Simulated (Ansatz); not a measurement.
## Ansatz run, AlCd₃B₄

Input file of Ansatz 0.2.0:

```yaml
crystal:
  lattice:
    - [3.320774, 0.0, 0.0]
    - [0.0, 3.345717, 0.0]
    - [0.0, 0.0, 9.048986]
  atoms:
    - { symbol: Cd, position: [0.5, 0.0, 0.0] }
    - { symbol: Cd, position: [0.0, 0.0, 0.29923] }
    - { symbol: Cd, position: [0.0, 0.0, 0.70077] }
    - { symbol: Al, position: [0.5, 0.5, 0.5] }
    - { symbol: B, position: [0.0, 0.5, 0.1077] }
    - { symbol: B, position: [0.0, 0.5, 0.8923] }
    - { symbol: B, position: [0.5, 0.5, 0.2214] }
    - { symbol: B, position: [0.5, 0.5, 0.7786] }
  symmetry: { tolerance: 0.0003 }
kpoints:
  mp_grid: { grid: [10, 10, 4], shift: [0, 0, 0] }
  band_path:
    path:
      - [0.0, 0.0, 0.0]
      - [0.5, 0.0, 0.0]
      - [0.5, 0.5, 0.0]
      - [0.0, 0.5, 0.0]
      - [0.0, 0.0, 0.0]
      - [0.0, 0.0, 0.5]
      - [0.5, 0.0, 0.5]
      - [0.5, 0.5, 0.5]
      - [0.0, 0.5, 0.5]
      - [0.0, 0.0, 0.5]
      - [0.5, 0.0, 0.0]
    npoints: 6
magnetization:
  spin_polarized: false
scf:
  occupations: { method: fermi_dirac, width: 0.1425 }
  lower_state_search: "off"
  max_iter: 200
hamiltonian:
  pseudopotentials: { kind: paw }
  xc: r2scan
basis:
  ecutwfc: 500
  fft_grid_basis: typed
output:
  forces: true
  stress: true
  eigenvalues: true
  bader: true
  populations: true
  elf: true
  write_potential: true
  volumetric_format: npy
  dos:
    e_range: [-12, 8]
    de: 0.05
    projected: { site_lists: { Al: [Al], B: [B], Cd: [Cd] } }
checkpoint:
  read: saved_state
```

The run starts from an earlier solution of this cell. 

Excerpt of what it printed:

```
band count auto-derived: 47 (N_el = 75.0; filled up to band 38; 46 by the electrons, moments and atoms)
Pseudopotentials: kind: paw
Pseudopotential: Cd, paw, valence charge 20, recommended cutoff 500 eV (meta_gga), Cd.paw.azcp
Pseudopotential: Al, paw, valence charge 3, recommended cutoff 500 eV (meta_gga), Al.paw.azcp
Pseudopotential: B, paw, valence charge 3, recommended cutoff 500 eV (meta_gga), B.paw.azcp
Functional definition: r2SCAN
  exchange = r2scan_x(k0 = k0, k1 = k1, a1 = a1)
  correlation = r2scan_c
Crystal: 8 atoms, lattice volume = 100.538 Å³
Basis set: ecut = 500 eV, 2573 PW (Γ), exchange–correlation on 100×100×288 points (64 copies of the dense FFT grid, shifted against one another)
Bands: 47, of which v1, the nominal top of the filled ones, is band 38 counted from 1 (37 counted from 0)
Symmetry: 8 space group operations
Space group: Pmmm (ITA 47), of the structure as read, at distance tolerance 1.4e-3 Å
k-points: 108 of 400
Initial density: read from a saved state, or passed on in memory by an earlier SCF of this step, an earlier step, the calling program or the single point that the run made first
Functional: x = r2scan, c = r2scan; τ floored in thin density (d = 2e-4 eV/Å³)
SCF iter   1: F=-25964.5050 eV  Δρ=1.68e-3  dr2=3.24e-3  dr2_τ=1.13e-3
SCF iter   2: F=-25964.5054 eV  Δρ=1.08e-3  dr2=1.56e-3  dr2_τ=4.15e-5
SCF iter   3: F=-25964.5057 eV  Δρ=2.28e-4  dr2=8.20e-5  dr2_τ=2.77e-6
SCF iter   4: F=-25964.5057 eV  Δρ=8.72e-5  dr2=7.73e-6  dr2_τ=3.22e-7
SCF iter   5: F=-25964.5057 eV  Δρ=2.18e-5  dr2=6.19e-7  dr2_τ=2.15e-8
SCF iter   6: F=-25964.5057 eV  Δρ=6.11e-6  dr2=1.26e-7  dr2_τ=2.01e-9
SCF iter   7: F=-25964.5057 eV  Δρ=1.57e-6  dr2=8.87e-9  dr2_τ=2.61e-10
Free energy (F): -25964.5057 eV
Harris-Foulkes:  -25964.5057 eV  (|F-HF|=5.82e-9)
Internal energy: -25964.3740 eV  (E = F + TS)
E sigma→0 (E₀):  -25964.4398 eV
Entropy (-TS):   -0.1318 eV (-16.472 meV/atom)
Fermi energy:    14.2691 eV
--- Forces (eV/Å), atoms counted from 1 ---
  atom   1  Cd     0.0000     0.0000     0.0000
  atom   2  Cd     0.0000     0.0000     1.4670
  atom   3  Cd     0.0000     0.0000    -1.4670
  atom   4  Al     0.0000     0.0000     0.0000
  atom   5  B      0.0000     0.0000     0.2289
  atom   6  B      0.0000     0.0000    -0.2289
  atom   7  B      0.0000     0.0000    -1.5556
  atom   8  B      0.0000     0.0000     1.5556
--- Stress (GPa, compression-positive) ---
       -4.1945       0.0000       0.0000
        0.0000      31.9169       0.0000
        0.0000       0.0000      -8.8930
  P = ⅓ Tr σ = 6.2765 GPa (62.765 kbar)
--- Löwdin populations: 8 sites ---
  site symbol       q [e]
     0     Cd     18.4150
     1     Cd     18.5023
     2     Cd     18.5023
     3     Al      3.5336
     4      B      3.8234
     5      B      3.8234
     6      B      3.9911
     7      B      3.9911
  spilling = 0.0056 (of n_electrons = 75.0000)
--- Bader charges: 8 sites ---
  site symbol  charge [e]  shift [e]
     0     Cd      0.7995     0.0003
     1     Cd      0.3497     0.0014
     2     Cd      0.3497     0.0014
     3     Al      0.8280     0.0024
     4      B     -0.3934     0.0007
     5      B     -0.3933     0.0007
     6      B     -0.7701     0.0004
     7      B     -0.7701     0.0004
```

Origin: a known structure type with other elements, at an estimated volume, so it need not be a known compound. Caveats: atoms or cell far from equilibrium.
